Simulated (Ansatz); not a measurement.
**Review of an SCF result for Ni**

Ni is taken as an experimental structure (space group Fm-3m, primitive cell doubled), 2 atoms in the cell. Source: COD entry 9011597; it may be a high-temperature, high-pressure or metastable form.

The calculation used DFT, PBE, PAW, plane waves, scalar-relativistic (Ansatz development build ahead of 0.2.0).

```yaml
crystal:
  lattice:
    - [-1.76, -3.52, -1.76]
    - [-1.76, 0.0, -1.76]
    - [1.76, 0.0, -1.76]
  atoms:
    - { symbol: Ni, position: [0.0, 0.0, 0.0], spin: 2.0 }
    - { symbol: Ni, position: [0.5, 0.0, 0.5], spin: -2.0 }
magnetization:
  spin_polarized: true
hamiltonian:
  xc: pbe
  pseudopotentials: { kind: paw }
basis:
  ecutwfc: 420
kpoints:
  mp_grid: { grid: [8, 14, 11] }
scf:
  occupations: { method: fermi_dirac, width: 0.1 }
  lower_state_search: "off"
output:
  forces: true
  stress: true
  write_density: true
  write_potential: true
  elf: true
  volumetric_format: npy
```

The run was started with:
```sh
ansatz run input.yaml --threads 2 --pin off --max-ram 5120MiB --backend cpu --events-out ev --progress --plain --runs-dir out
```

It took 39 s on 2 threads of Intel(R) Xeon(R) Processor @ 2.50GHz (Skylake/Cascade Lake), with other jobs on the host, peak memory 0.53 GiB.

The end of the output:

```
SCF converged after 14 iterations
Magnetization: 0.0000 μB (18.0000 up, 18.0000 down)
Absolute magnetization: 0.0000 μB (∫|ρ↑−ρ↓|, with the PAW one-centre terms)
Spin contamination: 0.0000 ħ² per cell (⟨S²⟩ above its minimum at these occupations)
Per-site moments (μB) at R_I (Å): [(2.0475e-6, 1.0267), (-2.0475e-6, 1.0267)]
Free energy (F): -11679.425146 eV
Harris-Foulkes:  -11679.425146 eV  (|F-HF|=6.62e-10)
Internal energy: -11679.246477 eV  (E = F + TS)
E sigma→0 (E₀):  -11679.335812 eV
Entropy (-TS):   -0.178669 eV (-89.334 meV/atom)
Fermi energy:    17.959942 eV
--- Forces (eV/Å), atoms counted from 1 ---
  atom   1  Ni     0.00000000     0.00000000     0.00000000
  atom   2  Ni    -0.00000000     0.00000000    -0.00000000
--- Stress (GPa, compression-positive) ---
       -0.803124      -0.001215      -0.049259
       -0.001215      -0.946377      -0.001215
       -0.049259      -0.001215      -0.803124
  P = ⅓ Tr σ = -0.8509 GPa (-8.509 kbar)
```

The mesh has less symmetry than the lattice, which lowers the symmetry of the run.

A small moment in a metal is sensitive to the mesh and the smearing.

Site moments are taken inside atomic spheres and don't add up to the total.

Task: The run converged. Is this the lowest state of the cell, and if not, what lies lower and how is it reached?

Result: No. A state 35.6 meV/atom (0.071 eV per cell) lower exists in this cell: ferromagnetic, site moments Ni1 0.66, Ni2 0.66 μB, total 1.24 μB per cell, no gap on the k-mesh. It was reached from: parallel moments, default search for lower states [Ni1 2.00, Ni2 2.00 μB]; a moment on one site alone, plain SCF [Ni2 2.00 μB]. The wrong state matters: the pressure is 0.0 GPa there against -0.9 GPa here. This multiple of the primitive cell fits some opposed orders; other multiples fit others. “Lowest” means lowest among the runs made in this cell.
